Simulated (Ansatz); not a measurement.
SnC (zinc blende), relaxed with PBEsol (Ansatz, a quantum-chemistry and plane-wave program, plane waves, PAW): a = b = c = 5.0341 Å, α = β = γ = 90.00°.

- gap (eV): 0.78
- ΔH_f (eV/atom): 0.78
- B₀ by P(V) fit (GPa): 135
- electron conductivity mass (mₑ): 0.078

Task: The same phase is relaxed and computed with PBE in the same code. What are the cell and these values now?

Result: a = 5.087 Å, b = 5.087 Å, c = 5.087 Å, α = 90.00°, β = 90.00°, γ = 90.00°.

- gap (eV) = 0.62
- ΔH_f (eV/atom) = 0.82
- B₀ by P(V) fit (GPa) = 122
- electron conductivity mass (mₑ) = 0.062

Typed or built starts, not in the databases checked: SnC, zinc blende. All cells were relaxed under the symmetry of their starts (and spin orders); stability against distortions was not tested throughout. Scalar-relativistic: spin–orbit coupling is off unless named, which matters more the heavier the elements.

Potentials: the later of the program's two PAW sets.

Ansatz is a plane-wave DFT program.

Formation energies count from the lowest solids of the elements computed at the same level, not from gases.
